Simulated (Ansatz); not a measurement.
FeS$_{2}$ (Pnnm), relaxed with HSE06 (Ansatz, a program for electronic structure, plane waves, PAW): a = 4.415 Å, b = 5.418 Å, c = 3.401 Å, α = β = γ = 90.00°.

| Property | Value |
|---|---|
| gap (eV) | 2.57 |

Task: The same phase is relaxed and computed with PBE in the same code. What are the cell and these values now?

Result: a = 4.439 Å, b = 5.410 Å, c = 3.390 Å, α = β = γ = 90.00°.

- gap (eV) = 0.86

Began spin-polarised and lost the moments: FeS2, Pnnm (Fe on 2a, S on 4g) with HSE06; FeS2, Pnnm (Fe on 2a, S on 4g) with PBE. All cells were relaxed under the symmetry of their starts (and spin orders); stability against distortions was not tested throughout.

Potentials: the later of the program's two PAW sets.

Ansatz is a plane-wave DFT program.
